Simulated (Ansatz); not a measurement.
NiSi₂ (fluorite type, space group Fm-3m)

```xyz
3
Lattice="0.0000 2.6948 2.6948 2.6948 0.0000 2.6948 2.6948 2.6948 0.0000" Properties=species:S:1:pos:R:3 pbc="T T T"
Ni     0.0000     0.0000     0.0000
Si     1.3474     1.3474     1.3474
Si     4.0423     4.0423     4.0423
```

In this cell atom 2 (Si, nearest neighbour Ni at 2.334 Å; its periodic images, 3.8 Å or more away, move with it) is moved by s towards the nearest neighbour, unit vector (-0.577, -0.577, -0.577); all other atoms and the cell stay fixed.

The numbers are results of r2SCAN (plane waves to 500 eV, PAW, scalar-relativistic; Ansatz, a quantum-chemistry and plane-wave program), not measurements. k mesh 12×12×12 (Γ-centred), Fermi-Dirac smearing 0.05 eV. The energy includes the smearing's −TS. With partly filled bands, energies and forces of such displacements shift with the k mesh and the smearing. On this mesh the relaxed cell isn't quite at rest: it carries a pressure of -0.3 GPa (compression positive) at the zero of the scan. NiSi2 is run without spin polarisation. NiSi2 was relaxed with its symmetry unable to fall. The PAW data are Ansatz's earlier set. ΔE is measured from the undisplaced structure. The last digit holds for this mesh only.

```csv
s (Å),ΔE (meV/cell)
-0.230,190.6
-0.184,withheld
-0.138,74.0
-0.092,34.1
-0.046,8.8
0.000,0.0
0.046,9.3
0.092,38.5
0.138,89.7
0.184,165.6
0.230,269.6
```

Fit a polynomial form (powers 2, 3, 4) to the given rows and predict ΔE at s = -0.184.

Least squares on the 10 given rows: ΔE = (4255)·s² + (3222)·s³ + (1755)·s⁴, in meV/cell with s in Å; root-mean-square residual 0.40 meV/cell. At -0.184 the fit gives 126.0 meV/cell; the calculation gives 126.6 meV/cell, so the interpolation is off by -0.6 (-0.5 %). The quadratic term alone would give 144.1 meV/cell.

(A displaced cell: forces are minus the slopes of the energy, force constants its curvatures, and phonons follow from these.)
